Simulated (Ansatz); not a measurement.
This cell of Ga2Cu (space group P4/mmm) is off equilibrium:

```
Ga2Cu
1.0
    5.54212     0.00000     0.00000
    2.77106     2.77106     0.00000
    0.00000     0.00000     5.66530
Ga Cu
4 2
Direct
  0.00000   0.50000   0.29213
  0.50000   0.50000   0.27448
  0.00000   0.50000   0.70787
  0.50000   0.50000   0.72552
  0.00000   0.00000   0.00000
  0.50000   0.00000   0.00000
```

All values below come from LDA (plane waves to 420 eV, PAW, scalar-relativistic; Ansatz, a first-principles code). k mesh 17×17×8 (Γ-centred), Fermi-Dirac smearing 0.05 eV. Stress and pressure are positive under compression. With partly filled bands, energies and forces of such displacements shift with the k mesh and the smearing. Ga2Cu is run without spin polarisation. Ga2Cu was relaxed with its symmetry unable to fall.

### Question
What forces act on the atoms (eV/Å, Cartesian)?

### Answer
```tsv
atom	Fx	Fy	Fz
Ga1	0.000	0.000	-0.740
Ga2	0.000	0.000	0.535
Ga3	0.000	0.000	0.740
Ga4	0.000	0.000	-0.535
Cu5	0.000	0.000	0.000
Cu6	0.000	0.000	0.000
```

(A displaced cell: forces are minus the slopes of the energy, force constants its curvatures, and phonons follow from these.)
